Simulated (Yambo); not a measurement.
Yambo run on BeZn3O4 (space group I-42m, No. 121). The wavefunctions come from this Quantum ESPRESSO step (PBEsol, PseudoDojo standard norm-conserving files, scalar-relativistic):

```
&CONTROL
  calculation = 'nscf'
  pseudo_dir = './pseudo'
  outdir = './out'
/
&SYSTEM
  ibrav = 0
  nat = 8
  ntyp = 3
  ecutwfc = 88.0
  ecutrho = 352.0
  occupations = 'fixed'
  force_symmorphic = .true.
  nbnd = 153
/
&ELECTRONS
  conv_thr = 8e-09
  diago_full_acc = .true.
  diago_thr_init = 1e-08
/
ATOMIC_SPECIES
Be 9.0122 Be.upf
O 15.9990 O.upf
Zn 65.3800 Zn.upf
CELL_PARAMETERS angstrom
 -2.213835000000   2.213835000000   4.395990000000
  2.213835000000  -2.213835000000   4.395990000000
  2.213835000000   2.213835000000  -4.395990000000
ATOMIC_POSITIONS crystal
Be   0.000000000000   0.000000000000   0.000000000000
O   0.670600000000   0.670600000000   0.563380000000
O   0.329400000000   0.892780000000   0.000000000000
O   0.107220000000   0.107220000000   0.436620000000
O   0.892780000000   0.329400000000   0.000000000000
Zn   0.500000000000   0.500000000000   0.000000000000
Zn   0.250000000000   0.750000000000   0.500000000000
Zn   0.750000000000   0.250000000000   0.500000000000
K_POINTS automatic
4 4 4 0 0 0
```

Yambo input:

```
rim_cut
gw0
dyson
el_el_corr
HF_and_locXC
ppa
em1d
RandQpts= 1000000
RandGvec= 1 Ry
EXXRLvcs= 88 Ry
VXCRLvcs= 352 Ry
Chimod= "HARTREE"
% BndsRnXp
 14 | 152 |
%
NGsBlkXp= 7 Ry
% LongDrXp
 1.0 | 1.0 | 1.0 |
%
PPAPntXp= 27.2114 eV
% GbndRnge
 1 | 152 |
%
GTermKind= "BG"
DysSolver= "n"
ExtendOut
% QPkrange
 1 | 1 | 44 | 45 |
 3 | 3 | 44 | 45 |
 6 | 6 | 44 | 45 |
 8 | 8 | 44 | 45 |
 13 | 13 | 44 | 45 |
%
```

k points by index: 1 = Γ, 3 = X, 6 = N, 8 = P, 13 = Z.

Table of the .qp output:

```
#    K-point    Band    Eo [eV]    E [eV]    E-Eo [eV]    Vxc [eV]    Vnlxc [eV]    Sc|Eo [eV]    Sc|E [eV]    dSc/dw|Eo [eV]    Re(Z)    Im(Z)
#
    1    44    0.000000    -0.930083    -0.930083    -23.53366    -29.27976    4.567441    4.816019    -7.271681    0.789121    -0.001212
    1    45    1.492643    2.159896    0.667253    -13.56540    -9.753659    -3.010333    -3.144484    -5.470303    0.832618    -0.973408E-3
    3    44    -0.216617    -1.184334    -0.967717    -23.08660    -28.97224    4.657280    4.917923    -7.328118    0.787832    -0.001236
    3    45    5.150933    6.224767    1.073833    -14.55167    -9.481577    -3.770728    -3.996260    -5.714572    0.826440    -0.001065
    6    44    -0.344028    -1.352345    -1.008317    -23.14107    -29.02827    4.609086    4.878878    -7.279936    0.788932    -0.001235
    6    45    4.856774    5.872976    1.016201    -14.64757    -9.851767    -3.561856    -3.779604    -5.830262    0.823547    -0.001015
    8    44    -0.216812    -1.185754    -0.968942    -23.10085    -28.98955    4.658826    4.919768    -7.327216    0.787852    -0.001236
    8    45    5.228216    6.328867    1.100651    -14.57031    -9.392932    -3.844603    -4.076723    -5.738210    0.825848    -0.001038
    13    44    -0.780560    -1.864090    -1.083530    -22.74949    -28.82924    4.704987    4.996223    -7.313091    0.788175    -0.001259
    13    45    4.312314    5.356852    1.044538    -15.61901    -11.11605    -3.222578    -3.458418    -6.143402    0.815815    -0.001078
```
(The two width columns are left out.) Convergence of these settings isn't established.

Geometry of the Materials Project entry, not relaxed at this level.

The structure is a Materials Project entry; no match was found in the copy of COD used, and its stability was not checked.
